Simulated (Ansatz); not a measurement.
The start is a generated trial cell of TaAs in the AFLOW prototype AB_hP4_186_b_b (B4, as in ZnS). Cell shape, volume and atoms are optimised at zero target pressure with PBEsol (plane waves to 420 eV, PAW, scalar-relativistic; Ansatz, a first-principles code). The first steps use a coarse 7×7×4 k-mesh.

Initial structure:
```
CELL_PARAMETERS angstrom
      3.75292     0.00000     0.00000
     -1.87646     3.25013     0.00000
      0.00000     0.00000     6.14642
ATOMIC_POSITIONS crystal
  Ta 0.66667 0.33333 0.00000
  Ta 0.33333 0.66667 0.50000
  As 0.66667 0.33333 0.62520
  As 0.33333 0.66667 0.12520
```

Problem. Which atoms feel the largest initial force, and how large is it?

Solution. About 0.6 eV/Å, on Ta1, Ta2, As3, As4 (atoms numbered as listed).

Problem. How much energy is released per atom?

Solution. 0.98 to 0.99 eV/atom (the two k-meshes of the run give this range).

Problem. What band gap does the relaxed structure have at this level?

Solution. No gap (metallic).

The space group stays P6₃mc (No. 186) (the run could not lower it), with 4 atoms in the primitive cell. Final values are on a 18×18×5 k-mesh of the relaxed cell. No spin polarisation in the result.

The run could not lose the symmetry of its start, so the end can be a saddle point.

The relaxed structure here is a generated cell of TaAs: the first start was made by placing the elements on the sites of a structure type, and the end was not matched to a known phase here, so it may be hypothetical. Known forms of TaAs include space group No. 109.
